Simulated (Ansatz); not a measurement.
Cs (bcc (W type), Im-3m) under volume change, the program Ansatz at the r²SCAN level (PAW), scaled uniformly.

```json
[
 {"V (Å³/atom)": "111.993", "E − E(relaxed) (meV/atom)": "(withheld)", "P (GPa)": "(withheld)"},
 {"V (Å³/atom)": "115.685", "E − E(relaxed) (meV/atom)": "2.8", "P (GPa)": "0.13"},
 {"V (Å³/atom)": "119.377", "E − E(relaxed) (meV/atom)": "(withheld)", "P (GPa)": "(withheld)"},
 {"V (Å³/atom)": "123.069", "E − E(relaxed) (meV/atom)": "0.0", "P (GPa)": "0.00"},
 {"V (Å³/atom)": "126.761", "E − E(relaxed) (meV/atom)": "0.6", "P (GPa)": "-0.05"},
 {"V (Å³/atom)": "130.453", "E − E(relaxed) (meV/atom)": "2.4", "P (GPa)": "-0.10"},
 {"V (Å³/atom)": "134.145", "E − E(relaxed) (meV/atom)": "5.1", "P (GPa)": "-0.14"}
]
```

Task: Complete the blanks.

Result: 
- 111.993, E − E(relaxed) (meV/atom): 6.6
- 111.993, P (GPa): 0.21
- 119.377, E − E(relaxed) (meV/atom): 0.7
- 119.377, P (GPa): 0.06

Task: What does a third-order Birch–Murnaghan fit give for V₀, B₀ and B′?

Result: V₀ = 123.07 Å³/atom, B₀ = 1.9 GPa, B′ = 3.5.

The cell was relaxed with r²SCAN under the symmetry of its start. Scalar-relativistic: spin–orbit coupling is off unless named, which matters more the heavier the elements.

Potentials: the earlier of the program's two PAW sets.
